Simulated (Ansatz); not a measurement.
What moves the field gradients of BaCaLaSbO₆?

Cell of run 1: a computed structure from the Materials Project (it need not be an observed phase), taken as it stands.

Space group P-1 (No. 2); a = 6.0093, b = 6.0741, c = 8.5851 Å, α = 90.45°, β = 90.69°, γ = 90.16°.

| site | Wyckoff | site symmetry | x | y | z |
| --- | --- | --- | --- | --- | --- |
| Ba | 2i | 1 | 0.5050 | 0.5315 | 0.2508 |
| Ca | 2i | 1 | 0.9906 | 0.0399 | 0.2555 |
| La5 | 1c | -1 | 0.0000 | 0.5000 | 0.0000 |
| La6 | 1f | -1 | 0.5000 | 0.0000 | 0.5000 |
| Sb7 | 1d | -1 | 0.5000 | 0.0000 | 0.0000 |
| Sb8 | 1g | -1 | 0.0000 | 0.5000 | 0.5000 |
| O9 | 2i | 1 | 0.2317 | 0.1856 | 0.9342 |
| O10 | 2i | 1 | 0.2722 | 0.6908 | 0.5259 |
| O13 | 2i | 1 | 0.3097 | 0.7317 | 0.9589 |
| O14 | 2i | 1 | 0.1765 | 0.2217 | 0.5564 |
| O17 | 2i | 1 | 0.3868 | 0.9998 | 0.2261 |
| O18 | 2i | 1 | 0.0630 | 0.4367 | 0.2719 |

One atom of each set is listed.

All runs are DFT with Ansatz 0.2.0 (plane waves and PAW, scalar-relativistic unless spin–orbit coupling is named, Γ-centred meshes, Fermi–Dirac smearing where given) in this cell.

Run 1: PBE, atoms as given; 420 eV, 4×4×3 k-points, smearing 0.02 eV.
Run 2: r2SCAN, atoms as given; 500 eV, 4×4×3 k-points, smearing 0.02 eV.
Run 3: PBE with spin–orbit coupling, atoms as given; 420 eV, 4×4×3 k-points, smearing 0.02 eV.

```csv
run,Ba V_zz (η),La5 V_zz (η),La6 V_zz (η),Sb7 V_zz (η)
1,-4.92 (0.99),-9.61 (0.52),-8.04 (0.37),-3.23 (0.85)
2,-5.12 (1.00),-9.95 (0.53),-8.53 (0.38),-3.38 (0.86)
3,?,?,?,?
```

V_zz in 10²¹ V/m²; 4 of the 12 sets of like atoms are followed.

Q: Estimate the row of run 3.

A: Ba: -4.93 (0.99); La5: -9.63 (0.52); La6: -8.05 (0.37); Sb7: -3.19 (0.86). It lies nearest to run 1, from whose tensors on these sites it differs by 0.04 at most (largest principal value of the difference, on Sb7). Taken one at a time, the functional (r2SCAN with its higher cutoff) moves the tensors on these sites by up to 0.53 (largest principal value of the change, on La6), spin–orbit coupling by 0.04 (Sb7).

With these PAW files V_zz is typically within 2 to 3 % of all-electron values, but misses above 10 % occur on Sb. In run 2 the atoms aren't at the calculated equilibrium (largest force 0.52 eV/Å).
